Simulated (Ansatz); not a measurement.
A relaxed cell of NbBr3 is given with its symmetry left out. The cell was found from a structure generator's guess, not taken from experiment.

The calculation used DFT PBE, scalar-relativistic, plane waves, PAW (Ansatz). Cutoff 420 eV, Γ-centred mesh, Gaussian smearing, collinear spin.

```xyz
4
Lattice="0.0000 3.5621 3.5621 3.5621 0.0000 3.5621 3.5621 3.5621 0.0000" Properties=species:S:1:pos:R:3 pbc="T T T"
Nb    3.5621    3.5621    3.5621
Br    1.7810    1.7810    1.7810
Br    5.3431    5.3431    5.3431
Br    0.0000    0.0000    0.0000
```

Formation energies are uncorrected and refer to the elements' standard structures at the same level. The references include crystalline Br.

Q: Find its symmetry and describe it.

A: Fm-3m (No. 225), the BiF3 (D0_3) type. Conventional cell: a = 7.124 Å. Around Nb lie 8 Br at 3.08 Å and 6 Br at 3.56 Å; Br on a site of symmetry -43m has 4 Br at 3.08 Å, 4 Nb at 3.08 Å and 6 Br at 3.56 Å; Br on a site of symmetry m-3m is surrounded by 8 Br at 3.08 Å and 6 Nb at 3.56 Å.

Q: What is its formation energy per atom?

A: +0.22 eV/atom. It can't be a ground state, since the elements alone are lower.

Q: Is it a metal?

A: Yes, bands cross the Fermi level on the 12×12×12 mesh.

Q: Which magnetic moments does it keep?

A: 0.50 μB per atom net, the space between the atoms included; by site: Nb 1.8 μB.

The last run used collinear spin, a 12×12×12 mesh for its 4-atom cell and Gaussian smearing of 0.10 eV. The reference form of Br is held partly by dispersion forces, which this level lacks. The magnetic state reached may not be the lowest. Symmetry constrained the relaxation, so the result can be a saddle point.
